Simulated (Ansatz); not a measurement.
Here is the system:

SiSnO3:
```cif
data_O3SiSn
_chemical_formula_sum 'Si1 Sn1 O3'
_space_group_name_H-M_alt 'P4mm'
_space_group_IT_number 99
_space_group_name_Hall 'P 4 -2'
_cell_length_a 3.46541
_cell_length_b 3.46541
_cell_length_c 4.69162
_cell_angle_alpha 90.000
_cell_angle_beta 90.000
_cell_angle_gamma 90.000
loop_
_atom_site_label
_atom_site_type_symbol
_atom_site_symmetry_multiplicity
_atom_site_Wyckoff_symbol
_atom_site_fract_x
_atom_site_fract_y
_atom_site_fract_z
_atom_site_occupancy
Si1 Si 1 b 0.50000 0.50000 0.49034 1
Sn1 Sn 1 a 0.00000 0.00000 0.01500 1
O1 O 1 b 0.50000 0.50000 0.83796 1
O2 O 2 c 0.00000 0.50000 0.38135 1
```

This is the PBEsol-relaxed structure.

Q: All from PBEsol (plane waves, PAW; program Ansatz), unless another level is named. Predict the electronic dielectric constant ε∞ (DFPT).

A: 6.45 (xx = yy), 5.34 (zz).

Q: And the Born charges (a third of the trace)?

A: Si +4.05, Sn +3.85, O -2.82 to -2.54 e.

Q: Give the static dielectric constant ε0 (ions relaxed, cell fixed).

A: 93.4 (xx = yy), 16.0 (zz).

The cell is a constructed one: a structure type filled with these elements; neither database checked (COD, Materials Project) lists it. Whether it is the stable phase at ambient conditions was not checked. The cell was relaxed with PBEsol under the symmetry of its start; whether a distortion lowers the energy is not shown. Spin–orbit coupling is left out wherever it is not named.

Potentials: the later of the program's two PAW sets.
